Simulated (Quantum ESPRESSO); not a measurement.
HfPdRu6 in 6 site orders

These are calculations, not measurements. They come from Quantum ESPRESSO 7.5, a public plane-wave density functional program. Each row is one single-point run on a made-up periodic cell of eight metal atoms, with elements, volume, strain and displacements drawn at random and not relaxed, so a cell may be unstable or far from any real phase. There is no spin polarisation or spin-orbit coupling.

Settings: PBE unless stated; PseudoDojo standard norm-conserving files; Fermi-Dirac width 0.25 eV, which means electrons at about 2900 K; cutoff 1143 eV; 8 x 4 x 4 k mesh shifted half a step off Gamma. E is the free energy of the whole cell (internal energy minus TS), so a -TS column is already part of it. Stress is positive in tension, and the pressure P is minus a third of its trace.

Checks: one run of this series was repeated at a higher cutoff and on a denser mesh, which moved values by no more than 0.012 eV, 0.25 GPa and 0.010 eV/Å, and a second program with other atomic files agreed on it to 2 % rms in force and 0.5 GPa in pressure. Known limits: heavy elements are run without spin-orbit coupling, which real alloys of them have; a spin test at this wide smearing found no moment, but such smearing suppresses magnetism that the real alloy may have.

The lattice is hexagonal close-packed, and the cell vectors in Å are (-2.757, -0.047, -0.004); (0.075, 4.621, -4.402); (-0.088, -4.696, -4.483), a volume of 114.08 Å³. The runs move one Hf atom among sites that otherwise hold Ru, on the same eight displaced sites. E is counted from run 1, and the rms force is over all 24 components. Nothing is relaxed, so E mixes bonding between neighbours with strain on unrelaxed sites, and it is not an ordering energy.

| run | elements on sites 1 to 8 | E (eV) | -TS (eV) | rms force (eV/Å) | largest force (eV/Å) | P (GPa) |
|---|---|---|---|---|---|---|
| 1 | Hf Ru Ru Ru Ru Ru Ru Pd | 0.000 | -1.756 | 0.886 | 2.16 | 13.10 |
| 2 | Ru Ru Hf Ru Ru Ru Ru Pd | 0.008 | -1.722 | 1.039 | 2.57 | ? |
| 3 | Ru Ru Ru Hf Ru Ru Ru Pd | -0.204 | -1.680 | 0.900 | 2.46 | 12.54 |
| 4 | Ru Ru Ru Ru Hf Ru Ru Pd | 0.080 | -1.794 | 0.809 | 1.96 | 13.37 |
| 5 | Ru Ru Ru Ru Ru Hf Ru Pd | 0.119 | -1.851 | 0.595 | 1.46 | 13.59 |
| 6 | Ru Ru Ru Ru Ru Ru Hf Pd | 0.074 | -1.776 | 0.923 | 2.37 | 13.27 |

## Worked fit

A straight line through the runs shown gives P = 13.13 + 3.02 E GPa with E in eV, an error of 0.31 on the slope and a scatter of 0.08 GPa. At this fixed volume the orders of higher energy tend to have the higher pressure.

## Withheld value

Question: what pressure should run 2 give?

The fit gives 13.15 ± 0.09 GPa. The calculation gave 13.44 GPa. This run lies off the fit by more than twice that error, so something that the fit leaves out matters here.
